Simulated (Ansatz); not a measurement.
ZrTiO4:
```cif
data_O16Ti4Zr4
_chemical_formula_sum 'Zr4 Ti4 O16'
_space_group_name_H-M_alt 'Pbcn'
_space_group_IT_number 60
_space_group_name_Hall '-P 2n 2ab'
_cell_length_a 4.71472
_cell_length_b 11.82492
_cell_length_c 4.94463
_cell_angle_alpha 90.000
_cell_angle_beta 90.000
_cell_angle_gamma 90.000
loop_
_atom_site_label
_atom_site_type_symbol
_atom_site_symmetry_multiplicity
_atom_site_Wyckoff_symbol
_atom_site_fract_x
_atom_site_fract_y
_atom_site_fract_z
_atom_site_occupancy
Zr1 Zr 4 c 0.00000 0.16620 0.25000 1
Ti1 Ti 4 c 0.00000 0.42764 0.25000 1
O1 O 8 d 0.26988 0.05265 0.07170 1
O2 O 8 d 0.21974 0.31247 0.08527 1
```

Relaxed with r²SCAN. 

**Question.** HSE06 on this cell (Ansatz, a program for electronic structure, PAW) gives a gap of 4.75 eV. What does r²SCAN give?

**Answer.** 3.59 eV.

Cost on shared cores: the r²SCAN run (SCF on a 6×3×6 mesh, then bands and DOS) around 14 core-minutes (rough), the HSE06 run (SCF on 4×2×4, then a few points) very roughly 20 core-minutes; the tasks are unlike.

The start of the workflow was typed in or built on a structure type; neither database checked (COD, Materials Project) lists it. Its standing as an ambient phase is unchecked. The r²SCAN relaxation kept the symmetry of its start; its stability against distortions is not shown here. The workflow began spin-polarised and lost its moments. Scalar-relativistic: spin–orbit coupling is off unless named, which matters more the heavier the elements.

Potentials: the later of the program's two PAW sets.

Ansatz is a plane-wave DFT program.
